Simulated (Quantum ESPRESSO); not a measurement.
pw.x input (Quantum ESPRESSO 7.5; PBEsol, PseudoDojo standard norm-conserving files, fully relativistic):

```
&CONTROL
  calculation = 'scf'
  pseudo_dir = './pseudo'
  outdir = './out'
  tprnfor = .true.
  tstress = .true.
/
&SYSTEM
  ibrav = 0
  nat = 4
  ntyp = 3
  ecutwfc = 92.0
  ecutrho = 368.0
  occupations = 'smearing'
  smearing = 'fd'
  degauss = 0.002
  nbnd = 57
  noncolin = .true.
  lspinorb = .true.
/
&ELECTRONS
  conv_thr = 4e-10
/
ATOMIC_SPECIES
O 15.9990 O.upf
Cu 63.5460 Cu.upf
Rh 102.9055 Rh.upf
CELL_PARAMETERS angstrom
  1.535520484982   0.886533165351   5.637495197000
 -1.535520484982   0.886533165351   5.637495197000
  0.000000000000  -1.773066330701   5.637495197000
ATOMIC_POSITIONS crystal
O   0.892358334700   0.892358334700   0.892358334700
O   0.107641665300   0.107641665300   0.107641665300
Cu   0.000000000000   0.000000000000   0.000000000000
Rh   0.500000000000   0.500000000000   0.500000000000
K_POINTS automatic
10 10 10 0 0 0
```

End of the output:

```
     total energy              =    -679.08763621 Ry
     estimated scf accuracy    <       0.00001105 Ry
     total energy              =    -679.08763873 Ry
     estimated scf accuracy    <       0.00000246 Ry
     total energy              =    -679.08763912 Ry
     estimated scf accuracy    <       0.00000005 Ry
[...]
     the Fermi energy is    13.3442 ev
!    total energy              =    -679.08763914 Ry
     estimated scf accuracy    <          3.2E-10 Ry
     smearing contrib. (-TS)   =      -0.00000000 Ry
     internal energy E=F+TS    =    -679.08763913 Ry
     The total energy is F=E-TS. E is the sum of the following terms:
     one-electron contribution =    -353.03768339 Ry
     hartree contribution      =     202.33194882 Ry
     xc contribution           =    -100.19827179 Ry
     ewald contribution        =    -428.18363277 Ry
     convergence has been achieved in  11 iterations
     Forces acting on atoms (cartesian axes, Ry/au):
     atom    1 type  1   force =     0.00000000    0.00000000    0.00082344
     atom    2 type  1   force =     0.00000000    0.00000000   -0.00082344
     atom    3 type  2   force =     0.00000000    0.00000000    0.00000000
     atom    4 type  3   force =    -0.00000000   -0.00000000    0.00000000
     Total force =     0.001165     Total SCF correction =     0.000030
     Computing stress (Cartesian axis) and pressure
          total   stress  (Ry/bohr**3)                   (kbar)     P=        3.73
   0.00002580  -0.00000000  -0.00000000            3.79       -0.00       -0.00
   0.00000000   0.00002580  -0.00000000            0.00        3.79       -0.00
   0.00000000  -0.00000000   0.00002439            0.00       -0.00        3.59
```
In a gapped system the printed Fermi energy is only some level inside the gap.

Geometry relaxed with PBEsol.
